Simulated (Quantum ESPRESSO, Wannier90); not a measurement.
**ScS (rock salt): Wannier90 run**

Materials Project entry mp-1476; symmetrised, unrelaxed at this level. COD (Crystallography Open Database) has an entry of this formula and space group (matched by these alone). Computed values, not measurements, from PBEsol: Quantum ESPRESSO (norm-conserving PseudoDojo potentials, cutoff 63 Ry, no spin polarisation, no spin-orbit coupling) on a Γ-centred 10×10×10 mesh, then Wannier90. Density: 10×10×10 mesh, cold smearing 0.01 Ry.

On the energy scale of pw.x, whose zero is arbitrary, the Fermi level lies at 12.01 eV.

Input w.win:

```
num_bands = 17
num_wann = 8
exclude_bands = 1-5
num_iter = 1000
conv_tol = 1.0e-6
conv_window = 4
dis_num_iter = 1000
dis_conv_tol = 1.0e-6
dis_froz_max = 12.51
write_hr = true
write_u_matrices = true
begin projections
f=0.48753,0.49532,0.51320: d
f=-0.00290,-0.01415,0.01110: p
end projections
begin unit_cell_cart
ang
    0.0000000000    2.6087850000    2.6087850000
    2.6087850000    0.0000000000    2.6087850000
    2.6087850000    2.6087850000    0.0000000000
end unit_cell_cart
begin atoms_frac
Sc   0.5000000000  0.5000000000  0.5000000000
S    0.0000000000  0.0000000000  0.0000000000
end atoms_frac
mp_grid = 10 10 10
begin kpoints
0.0000000000 0.0000000000 0.0000000000
0.0000000000 0.0000000000 0.1000000000
0.0000000000 0.0000000000 0.2000000000
... (997 more lines: the 10x10x10 mesh through Gamma)
end kpoints
```

Input of pw2wannier90.x that gives the overlap and projection files (equivalent; here they were cut from one run over all bands):

```
&inputpp
  outdir = './out'
  prefix = 'pwscf'
  seedname = 'w'
  write_amn = .true.
  write_mmn = .true.
/
```

Output w.wout (banner and timings cut):

```
                                    ------
                                    SYSTEM
                                    ------

                              Lattice Vectors (Ang)
                    a_1     0.000000   2.608785   2.608785
                    a_2     2.608785   0.000000   2.608785
                    a_3     2.608785   2.608785   0.000000

                   Unit Cell Volume:      35.50952  (Ang^3)

                        Reciprocal-Space Vectors (Ang^-1)
                    b_1    -1.204236   1.204236   1.204236
                    b_2     1.204236  -1.204236   1.204236
                    b_3     1.204236   1.204236  -1.204236

 *----------------------------------------------------------------------------*
 |   Site       Fractional Coordinate          Cartesian Coordinate (Ang)     |
 +----------------------------------------------------------------------------+
 | sc   1   0.50000   0.50000   0.50000   |    2.60879   2.60879   2.60879    |
 | s    1   0.00000   0.00000   0.00000   |    0.00000   0.00000   0.00000    |
 *----------------------------------------------------------------------------*
                                ------------
                                K-POINT GRID
                                ------------

             Grid size = 10 x 10 x 10      Total points = 1000

 *---------------------------------- MAIN ------------------------------------*
 |  Number of Wannier Functions               :                 8             |
 |  Number of Objective Wannier Functions     :                 8             |
 |  Number of input Bloch states              :                17             |
 |  Output verbosity (1=low, 5=high)          :                 1             |
 |  Timing Level (1=low, 5=high)              :                 1             |
 |  Optimisation (0=memory, 3=speed)          :                 3             |
 |  Length Unit                               :               Ang             |
 |  Post-processing setup (write *.nnkp)      :                 F             |
 |  Using Gamma-only branch of algorithms     :                 F             |
 *----------------------------------------------------------------------------*
 *------------------------------- WANNIERISE ---------------------------------*
 |  Total number of iterations                :              1000             |
 |  Number of CG steps before reset           :                 5             |
 |  Trial step length for line search         :             2.000             |
 |  Convergence tolerence                     :         0.100E-05             |
 |  Convergence window                        :                 4             |
 |  Iterations between writing output         :                 1             |
 |  Iterations between backing up to disk     :               100             |
 |  Write r^2_nm to file                      :                 F             |
 |  Write xyz WF centres to file              :                 F             |
 |  Write on-site energies <0n|H|0n> to file  :                 F             |
 |  Use guiding centre to control phases      :                 F             |
 |  Use phases for initial projections        :                 F             |
 *----------------------------------------------------------------------------*
 *------------------------------- DISENTANGLE --------------------------------*
 |  Using band disentanglement                :                 T             |
 |  Total number of iterations                :              1000             |
 |  Mixing ratio                              :             0.500             |
 |  Convergence tolerence                     :         1.000E-06             |
 |  Convergence window                        :                 3             |
 *----------------------------------------------------------------------------*
 *-------------------------------- PLOTTING ----------------------------------*
 |  Plotting Hamiltonian in WF basis          :                 T             |
 *----------------------------------------------------------------------------*

       ... (k-mesh section left out)

 Starting a new Wannier90 calculation ...

 Reading overlaps from w.mmn

 Reading projections from w.amn

 *------------------------------- DISENTANGLE --------------------------------*
 +----------------------------------------------------------------------------+
 |                              Energy  Windows                               |
 |                              ---------------                               |
 |                   Outer:    4.53101  to   31.53359  (eV)                   |
 |                   Inner:    4.53101  to   12.51000  (eV)                   |
 +----------------------------------------------------------------------------+
   Number of target bands to extract:    8

                   Unitarised projection of Wannier functions
                   ------------------------------------------
   A_mn = <psi_m|g_n> --> S = A.A^+ --> U = S^-1/2.A
   In dis_project... done
   Using an inner window (linner = T)
   In dis_proj_froz... done

                   Extraction of optimally-connected subspace
                   ------------------------------------------
 +---------------------------------------------------------------------+<-- DIS
 |  Iter     Omega_I(i-1)      Omega_I(i)      Delta (frac.)           |<-- DIS
 +---------------------------------------------------------------------+<-- DIS
       1      13.21432154      12.38886438       6.663E-02    <-- DIS
       2      12.23413738      12.15564559       6.457E-03    <-- DIS
       3      12.12473335      12.01467287       9.161E-03    <-- DIS
       4      12.00519159      11.91360939       7.687E-03    <-- DIS
       5      11.90657689      11.83843050       5.756E-03    <-- DIS
       6      11.82991090      11.78129337       4.127E-03    <-- DIS
       ... (lines left out)
      78      11.53935453      11.53936437      -8.531E-07    <-- DIS
      79      11.53931868      11.53932646      -6.741E-07    <-- DIS
      80      11.53928419      11.53929008      -5.110E-07    <-- DIS

             <<<      Delta < 1.000E-06  over  3 iterations     >>>
             <<< Disentanglement convergence criteria satisfied >>>

        Final Omega_I    11.53929008 (Ang^2)

 +----------------------------------------------------------------------------+

 Writing checkpoint file w.chk... done

 *------------------------------- WANNIERISE ---------------------------------*
 +--------------------------------------------------------------------+<-- CONV
 | Iter  Delta Spread     RMS Gradient      Spread (Ang^2)            |<-- CONV
 +--------------------------------------------------------------------+<-- CONV

 ------------------------------------------------------------------------------
 Initial State
  WF centre and spread    1  (  2.609508,  2.609127,  2.598938 )     0.95120912
  WF centre and spread    2  (  2.612258,  2.608604,  2.604165 )     1.75299618
  WF centre and spread    3  (  2.609121,  2.608200,  2.604162 )     1.75308857
  WF centre and spread    4  (  2.609617,  2.610892,  2.609151 )     0.94834451
  WF centre and spread    5  (  2.612265,  2.608202,  2.608684 )     1.75189006
  WF centre and spread    6  ( -0.001249,  0.002282,  0.000203 )     1.70079670
  WF centre and spread    7  ( -0.001628,  0.002267, -0.004018 )     1.69951064
  WF centre and spread    8  ( -0.001231,  0.000998, -0.004014 )     1.69925880
  Sum of centres and spreads ( 13.048662, 13.050572, 13.017271 )    12.25709458

      0     0.123E+02     0.0000000000       12.2570945822  <-- CONV
        O_D=      0.0015801 O_OD=      0.7162244 O_TOT=     12.2570946 <-- SPRD
 ------------------------------------------------------------------------------
      1    -0.399E-01     0.0818707313       12.2171666915  <-- CONV
        O_D=      0.0010543 O_OD=      0.6768223 O_TOT=     12.2171667 <-- SPRD
      2    -0.648E-01     0.1173480386       12.1523247381  <-- CONV
        O_D=      0.0011354 O_OD=      0.6118993 O_TOT=     12.1523247 <-- SPRD
      3    -0.408E-01     0.1239254712       12.1115029732  <-- CONV
        O_D=      0.0011914 O_OD=      0.5710215 O_TOT=     12.1115030 <-- SPRD
      4    -0.160E-01     0.0802935647       12.0954677804  <-- CONV
        O_D=      0.0008889 O_OD=      0.5552888 O_TOT=     12.0954678 <-- SPRD
      5    -0.646E-02     0.0517368057       12.0890127789  <-- CONV
        O_D=      0.0005082 O_OD=      0.5492145 O_TOT=     12.0890128 <-- SPRD
       ... (lines left out)
     20    -0.443E-06     0.0003868657       12.0851145562  <-- CONV
        O_D=      0.0000124 O_OD=      0.5458120 O_TOT=     12.0851146 <-- SPRD
     21    -0.280E-06     0.0003197052       12.0851142762  <-- CONV
        O_D=      0.0000124 O_OD=      0.5458118 O_TOT=     12.0851143 <-- SPRD
     22    -0.221E-06     0.0002461404       12.0851140557  <-- CONV
        O_D=      0.0000124 O_OD=      0.5458115 O_TOT=     12.0851141 <-- SPRD
             <<<     Delta < 1.000E-06  over  4 iterations     >>>
             <<< Wannierisation convergence criteria satisfied >>>
 Final State
  WF centre and spread    1  (  2.609087,  2.609120,  2.602408 )     0.92931941
  WF centre and spread    2  (  2.611711,  2.608620,  2.602581 )     1.75273365
  WF centre and spread    3  (  2.608946,  2.609142,  2.602582 )     1.75268342
  WF centre and spread    4  (  2.608643,  2.610599,  2.609007 )     0.92863765
  WF centre and spread    5  (  2.611715,  2.609140,  2.608952 )     1.75252617
  WF centre and spread    6  ( -0.000537,  0.001152, -0.003016 )     1.65643956
  WF centre and spread    7  ( -0.000400,  0.001143, -0.002197 )     1.65643489
  WF centre and spread    8  ( -0.000530,  0.001364, -0.002196 )     1.65633931
  Sum of centres and spreads ( 13.048635, 13.050279, 13.018122 )    12.08511406

         Spreads (Ang^2)       Omega I      =    11.539290083
        ================       Omega D      =     0.000012440
                               Omega OD     =     0.545811533
    Final Spread (Ang^2)       Omega Total  =    12.085114056
```
